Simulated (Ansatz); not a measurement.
**Question.** Name crystals whose computed values (the program Ansatz at the r²SCAN level (PAW)) fall in these windows: B₀ by P(V) fit (GPa) 73 to 99; HSE06 gap (eV) 2.0 to 2.7; gap (eV) 1.6 to 2.0.

**Answer.** 

```tsv
crystal	B₀ by P(V) fit (GPa)	HSE06 gap (eV)	gap (eV)
GaP, zinc blende	87.6	2.26	1.84
GaP, wurtzite	87.2	2.18	1.74
```
Others may fit too.

Not the usual ambient phase: GaP, wurtzite. All cells were relaxed under the symmetry of their starts (and spin orders); stability against distortions was not tested throughout. Spin–orbit coupling is left out wherever it is not named.

Potentials: the later of the program's two PAW sets.
